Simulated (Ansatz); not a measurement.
How the vibrations of NbH$_{2}$ change with volume

Theory: Ansatz, DFT LDA, scalar-relativistic, plane waves, PAW. Plane waves to 420 eV; Γ-centred k mesh 16×16×16; Fermi-Dirac smearing of 0.15 eV. No spin polarisation. Phonons by linear response, acoustic sum rule imposed.

The cell, relaxed at this level:
```cif
data_structure
_symmetry_space_group_name_H-M 'P 1'
_symmetry_Int_Tables_number 1
_cell_length_a 3.1805
_cell_length_b 3.1805
_cell_length_c 3.1805
_cell_angle_alpha 60.000
_cell_angle_beta 60.000
_cell_angle_gamma 60.000
_cell_volume 22.75
loop_
_atom_site_label
_atom_site_type_symbol
_atom_site_fract_x
_atom_site_fract_y
_atom_site_fract_z
_atom_site_occupancy
Nb1 Nb 0.00000 0.00000 0.00000 1
H1 H 0.25000 0.25000 0.25000 1
H2 H 0.75000 0.75000 0.75000 1
```

In a metal, frequencies depend on the k mesh and the smearing, soft modes most.

Cells at 0.98 and 1.02 times the equilibrium volume were relaxed in shape and atoms; γ = −d ln ν / d ln V, modes matched by rank.

Question: Give the optical frequencies at Γ (cm⁻¹) at the three volumes and the mode Grüneisen parameters.

Answer:
```tsv
0.98 V	V	1.02 V	γ	degeneracy
1167	1132	1098	1.51	3
1344	1313	1283	1.16	3
```

Question: What pressures hold the two strained cells, and what bulk modulus follows?

Answer: 4.17 GPa at 0.98 V and -3.77 GPa at 1.02 V, so B = −dP/d ln V ≈ 198 GPa.